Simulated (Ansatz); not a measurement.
**Squeezing YTe**

```yaml
crystal:
  lattice:
    - [0.00000, 3.04000, 3.04000]
    - [3.04000, 0.00000, 3.04000]
    - [3.04000, 3.04000, 0.00000]
  atoms:
    - { symbol: Y, position: [0.50000, 0.50000, 0.50000] }
    - { symbol: Te, position: [0.00000, 0.00000, 0.00000] }
```

The base volume is that of a database entry, so it needn't be at zero pressure; the structure needn't be the stable phase, at rest or compressed.

Its volume is scaled at fixed shape and fractional positions.

Computed with Ansatz 0.2.0; functional LDA, scalar-relativistic. Settings: a Γ-centred 10×10×10 k mesh, Fermi–Dirac smearing of 0.05 eV, no spin polarisation. Methods: LAPW: all electrons, basis error target 1 meV/atom; PAW: frozen-core files, cutoff 420 eV; norm-conserving: pseudopotentials, cutoff 1120 eV.

Energies are extrapolated to zero smearing and count from the unscaled cell; pressure is positive in compression; gaps take the mesh and a band path. No temperature or zero-point motion is included.

Spin–orbit coupling is left out, which matters for the heavy atoms. The PAW files were made under PBE.

| V/V0 | V (Å³/atom) | P LAPW (GPa) | ΔE LAPW (eV/atom) | P PAW − LAPW (GPa) | ΔE PAW − LAPW (meV/atom) |
| --- | --- | --- | --- | --- | --- |
| 1.00 | 28.09 | -1.78 | 0.000 | -0.02 | 0.0 |
| 0.85 | 23.88 | ? | 0.126 | -0.03 | -0.6 |
| 0.75 | 21.07 | 33.7 | 0.522 | -0.04 | -1.2 |
| 0.40 | 11.24 | 400.8 | 9.614 | -0.13 | -6.3 |

Q: Give the missing entry: row "0.85", column "P LAPW (GPa)".

A: 13.49.

Q: At the smallest volume, how far does norm-conserving lie from LAPW in pressure?

A: norm-conserving: -1.77 GPa, on a LAPW pressure of 400.8 GPa.

Q: How do the Löwdin populations by LAPW change from the unscaled cell to the last row?

A: Y 4s 1.98 → 1.83, Y 5s 0.46 → 0.42, Y 4p 5.99 → 5.85, Y 4d 2.40 → 4.48, Te 4s 1.98 → 1.92, Te 5s 1.64 → 1.20, Te 5p 4.48 → 3.23 electrons an atom. These are projections on the shells that the free atoms fill; 0.08 e a cell lies outside them at the start and 0.14 e at the end.
